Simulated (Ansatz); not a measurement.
O in its lowest state found on the top face of a (100) slab of Rh (Fm-3m (No. 225)), 4 planes, outer planes Rh (top) and Rh (bottom); 1 a cell of 7.14 Å², its atoms last:

```xyz
5
Lattice="2.6729 0.0000 0.0000 0.0000 2.6729 0.0000 0.0000 0.0000 24.6700" Properties=species:S:1:pos:R:3 pbc="T T T"
Rh    1.3364    1.3364    8.5000
Rh    0.0000    0.0000   10.3900
Rh    1.3364    1.3364   12.2621
Rh    0.0000    0.0000   14.2371
O     0.0000    1.3364   15.5623
```

These are results of DFT PBEsol, scalar-relativistic, plane waves, PAW in Ansatz 0.2.0, not measurements. Settings: cutoff 420 eV, Γ-centred mesh 11×11×1 on the computed 5-atom cell, Gaussian smearing of 0.10 eV; no spin polarisation. The cell repeats along c with a dipole correction in the vacuum.

The clean top face has a work function of 5.23 eV. Adsorption changes the slab's dipole along +c by Δp = -0.0893 e·Å a cell (-0.43 D an adsorbate).

**Question.** What change of work function does the Helmholtz equation give?

**Answer.** A sheet of dipoles makes a step in an electron's potential energy of −e·Δp/(ε0·A), and e/ε0 = 180.95 eV·Å for Δp in e·Å: −180.95 × (-0.0893)/7.14 = +2.26 eV. This is the change of φ(top) − φ(bottom). If the bottom face is unmoved, φ(top) becomes 7.49 eV.

**Question.** How does that compare with the calculation?

**Answer.** φ(top) changes by +2.24 eV and φ(bottom) by -0.02 eV, so their difference changes by +2.26 eV. The bottom face hardly moves.

**Question.** What does the sign say about the electrons?

**Answer.** The change of dipole points into the surface (negative end outward), so the work function rises. Electrons gather on the vacuum side. Δp also holds the adsorbate's own dipole and the moves of the surface atoms, so it isn't a charge transfer alone.

Spin polarisation was left out, and a magnetic state may lie lower.